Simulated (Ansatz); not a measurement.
LiBr:
```
LiBr
1.0
    0.00000     2.70550     2.70550
    2.70550     0.00000     2.70550
    2.70550     2.70550     0.00000
Li Br
1 1
Direct
  0.00000   0.00000   0.00000
  0.50000   0.50000   0.50000
```

PBEsol (plane waves, PAW; program Ansatz) gives a gap of 4.98 eV without spin–orbit coupling, maximum on the K–Γ line, 78 % of the way from K, minimum at Γ.

**Question.** What happens when spin–orbit coupling is switched on?

**Answer.** The gap drops by 0.17 eV, to 4.81 eV; maximum at Γ, minimum at Γ.

**Question.** Give the electron effective mass with spin–orbit coupling.

**Answer.** 0.34 mₑ (isotropic).

**Question.** Give the hole effective mass with spin–orbit coupling, band 1 of 2 at the edge.

**Answer.** 1.3 along [100], 3.1 along [110], 4.6 along [111] (mₑ).

**Question.** Give the hole effective mass with spin–orbit coupling, band 2 of 2 at the edge.

**Answer.** 0.57 along [100], 0.46 along [110], 0.44 along [111] (mₑ).

Space group Fm-3m (rock salt). Symmetry was held in the PBEsol relaxation.

Potentials: the later of the program's two PAW sets.
